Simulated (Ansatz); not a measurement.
TaSi:
```yaml
crystal:
  lattice:
    - [5.57508, 0.00000, 0.00000]
    - [-2.78754, 4.82816, 0.00000]
    - [0.00000, 0.00000, 4.27277]
  atoms:
    - { symbol: Ta, position: [0.50000, 0.00000, 0.00000] }
    - { symbol: Ta, position: [0.50000, 0.50000, 0.00000] }
    - { symbol: Ta, position: [0.00000, 0.50000, 0.00000] }
    - { symbol: Si, position: [0.00000, 0.00000, 0.00000] }
    - { symbol: Si, position: [0.33333, 0.66667, 0.50000] }
    - { symbol: Si, position: [0.66667, 0.33333, 0.50000] }
```

Relaxed with PBE. Special points in fractions of this cell's reciprocal vectors: Γ (0.000, 0.000, 0.000); M (0.500, 0.000, 0.000); K (0.333, 0.333, 0.000); A (0.000, 0.000, 0.500); L (0.500, 0.000, 0.500); H (0.333, 0.333, 0.500).

Task: List the band energies nearest the Fermi level at these points for plane-wave PAW PBE (Ansatz code).

Result: In eV from the Fermi level; about four levels below and three above (degenerate sets whole), none deeper than 8.9 eV; points with the same levels are listed once.

```
k                          below                above
-  -----------------------------  -------------------
Γ  -1.77 -1.77 -1.43 -0.85 -0.85       2.04 2.79 2.79
M        -1.86 -1.42 -1.11 -0.50       0.44 0.68 1.02
K        -1.47 -1.34 -0.13 -0.13       0.99 0.99 2.07
A        -0.81 -0.70 -0.70 -0.23  1.19 1.19 2.72 2.72
L        -2.64 -0.95 -0.79 -0.63       0.12 0.15 0.35
H  -2.74 -2.74 -2.07 -2.07 -1.02       0.30 0.30 0.37
```

Space group P6/mmm. The cell is a constructed one: a structure type filled with these elements; neither database checked (COD, Materials Project) lists it. Its standing as an ambient phase is unchecked. The cell was relaxed with PBE under the symmetry of its start; whether a distortion lowers the energy is not shown. No spin polarisation was allowed. Spin–orbit coupling is left out wherever it is not named.

Potentials: the later of the program's two PAW sets.
